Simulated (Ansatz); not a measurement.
Below is a relaxed structure of LaSc2F. The cell was found from a structure generator's guess, not taken from experiment.

Theory: DFT PBE, scalar-relativistic, plane waves, PAW (Ansatz). Cutoff 420 eV, Γ-centred mesh, Gaussian smearing, no spin polarisation.

```yaml
crystal:
  lattice:
    - [-3.10024, 3.10024, 2.62131]
    - [3.10024, -3.10024, 2.62131]
    - [3.10024, 3.10024, -2.62131]
  atoms:
    - { symbol: La, position: [0.50000, 0.50000, 0.00000] }
    - { symbol: Sc, position: [0.50000, 0.00000, 0.50000] }
    - { symbol: Sc, position: [0.00000, 0.50000, 0.50000] }
    - { symbol: F, position: [0.00000, 0.00000, 0.00000] }
```

Energies over the elements count from the elements' standard structures at the same level (F₂ as a molecule), with no fitted energy shifts.

Problem. Find its symmetry and describe it.

Solution. I4/mmm (No. 139). Conventional cell: a = 6.200 Å, c = 5.243 Å. Around La lie 2 F at 2.62 Å, 4 Sc at 3.10 Å and 8 Sc at 4.06 Å; Sc has 2 Sc at 2.62 Å, 2 F at 3.10 Å, 2 La at 3.10 Å, 4 F at 4.06 Å and 4 La at 4.06 Å; around F lie 2 La at 2.62 Å and 4 Sc at 3.10 Å.

Problem. How far does it lie from the elements in energy?

Solution. −0.32 eV/atom.

Problem. Is it a metal?

Solution. Yes, bands cross the Fermi level on the 12×12×12 mesh.

The last run used a 12×12×12 mesh for its 4-atom cell and Gaussian smearing of 0.10 eV. A structure relaxed within its symmetry needn't be a true minimum. Another cell of LaSc2F relaxed alike, in I4/mmm, lies 0.86 eV/atom lower, so this cell isn't the stable form at this level.
